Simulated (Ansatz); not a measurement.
An Ansatz (a first-principles code) run. Input:

Ansatz 0.2 input:
```yaml
crystal:
  lattice:
    - [4.2454095466, 0.0, 0.0]
    - [0.0, 4.2454095466, 0.0]
    - [0.0, 0.0, 4.2454095466]
  atoms:
    - { symbol: Tl, position: [0.0, 0.0, 0.0] }
    - { symbol: I, position: [0.5, 0.5, 0.5] }
kpoints:
  mp_grid: { grid: [7, 7, 7] }
hamiltonian:
  xc: r2scan
  dispersion: d4
  pseudopotentials: { kind: paw }
scf:
  occupations: { method: fixed }
checkpoint: { read: static.run }
output: { bader: true, populations: true }
```

Output (shortened):

```
Pseudopotential: Tl, paw, valence charge 13
Pseudopotential: I, paw, valence charge 17
Functional definition: r2SCAN
Crystal: 2 atoms, lattice volume = 76.517 Å³
Basis set: ecut = 500 eV, 1935 PW (Γ), exchange–correlation on 128×128×128 points (64 copies of the dense FFT grid, shifted against one another)
Bands: 19, of which v1, the nominal top of the filled ones, is band 15 counted from 1 (14 counted from 0)
Symmetry: 48 space group operations
Space group: Pm-3m (ITA 221), of the structure as read, at distance tolerance 4.2e-5 Å
k-points: 20 of 343
Stability of the state it starts from, as read at its close in the unpolarized treatment …
iter 1 solved again at ethr=5.36e-8 eV; its pass at ethr=3.10e-3 eV (dr2=1.61e-5 eV) is discarded
SCF iter   1: F=—  HF=-18988.326766 eV  |F-HF|=—  |Δ(HF+E_count)|=         —  Δρ=4.60e-7  dr2=6.31e-11  dr2_τ=2.67e-11  ethr=5.36e-8  ⟨swp⟩=3.4  Hψ=2735  notcnv=0  defer=37
preconditioner: auto → Resta (q_TF=auto, 2.334 Å⁻¹)
SCF iter   2: F=-18988.326766 eV  HF=-18988.326766 eV  |F-HF|=1.82e-11  |Δ(HF+E_count)|=   1.38e-8  Δρ=1.86e-7  dr2=1.17e-11  dr2_τ=2.83e-11  ethr=1.00e-12  ⟨swp⟩=9.3  Hψ=2166  notcnv=0
SCF 1 converged in 2 iterations: F = -18988.326766 eV  dr2 = 1.17e-11
SCF converged after 2 iterations
Free energy (F): -18988.326766 eV
Harris-Foulkes:  -18988.326766 eV  (|F-HF|=1.82e-11)
Internal energy: -18988.326766 eV  (E = F + TS)
E sigma→0 (E₀):  -18988.326766 eV
Fermi energy:    5.448140 eV
--- Per-component energies (eV) ---
  E_band       = -424.656354
  E_kinetic    = 520.481988
  E_local      = -2935.363521  (includes V_loc(G=0)·N_el)
  E_nonlocal   = 227.463064
  E_hartree    = 1371.176291
  E_xc         = -340.012634
  E_vxc        = -296.648551  (∫ρ·V_xc dr)
  E_paw        = -15028.012274  (= ΣΔE_a)
  E_vpaw       = -703.201087  (= ΣTr[D̂ρ^β])
  E_aug_tail   = -0.000004  (compensation charges beyond the density's cutoff)
  E_vtau       = 20.259317  (kinetic-family band-sum trace: ∫τ·v_τ [+ j·A + Jᵃ·Aᵃ] dr)
  E_ewald      = -2804.926095
  E_disp       = -0.246395  (pairwise vdW)
  E_core_change = 1.112814  (= ΣΔE_core)
  E_smearing   =  0.000000  (= −TS)
  E_closure    = 0.000000  (closes the sum)
  Σ components = -18988.326766   (vs F -18988.326766, Δ=0.00e0)
  [band-id]    e_kinetic+e_local+e_nonlocal+2·e_hartree+e_vxc+e_vpaw+e_augmentation_tail+e_vtau = -424.656210   (vs E_band -424.656354, Δ=1.44e-4)
--- Band table (eV; the first three rows and the last of 20) ---
  k-point 0: bands = ["-38.9453", "-38.9453", "-38.9453", "-38.9443", "-38.9443", "-6.4406", "-5.1576", "-5.1576", "-5.0565", "-5.0565", "-5.0565", "1.1184", "4.5939", "4.5939", "4.5939", "11.8600", "11.8600", "12.3411", "12.3411"]
  k-point 1: bands = ["-38.9453", "-38.9453", "-38.9453", "-38.9443", "-38.9442", "-6.3825", "-5.1567", "-5.1432", "-5.0629", "-5.0629", "-5.0560", "0.9120", "4.6468", "4.6870", "4.6870", "10.9204", "11.9830", "12.0073", "12.0073"]
  k-point 2: bands = ["-38.9454", "-38.9454", "-38.9453", "-38.9443", "-38.9439", "-6.2436", "-5.1546", "-5.1112", "-5.0771", "-5.0771", "-5.0548", "0.4467", "4.9093", "4.9149", "4.9149", "9.2993", "11.2889", "11.2889", "12.3294"]
  k-point 19: bands = ["-38.9455", "-38.9455", "-38.9455", "-38.9433", "-38.9433", "-5.7511", "-5.1253", "-5.1253", "-5.0719", "-5.0353", "-5.0353", "1.9176", "3.7112", "3.7910", "3.7910", "7.8193", "7.8193", "8.2885", "17.7031"]
--- Löwdin populations: 2 sites ---
  site symbol       q [e]
     0     Tl     12.8209
     1      I     17.1498
  spilling = 0.000977 (of n_electrons = 30.000000)
--- Bader charges: 2 sites ---
  site symbol  charge [e]  shift [e]
     0     Tl      0.6247     0.0000
     1      I     -0.6247     0.0000
  shift: an alarm, by how much a part of what the PAW files miss would move the charge. Where it is large, compare
  with a run on PAW files of another source; a small one proves nothing
  estimated error of the sums over rays = 1.6e-4 e
```

Cost: roughly 15 core-seconds on shared cores.

The workflow started from a Materials Project entry (that database holds measured and hypothetical structures alike); the Crystallography Open Database files this formula in space group No. 221, but the cells were not matched. Whether it is the stable phase at ambient conditions was not checked. The cell was relaxed with r²SCAN+D4 under the symmetry of its start; whether a distortion lowers the energy is not shown. Spin–orbit coupling is left out wherever it is not named.

Potentials: the later of the program's two PAW sets.

Ansatz is a plane-wave DFT program.
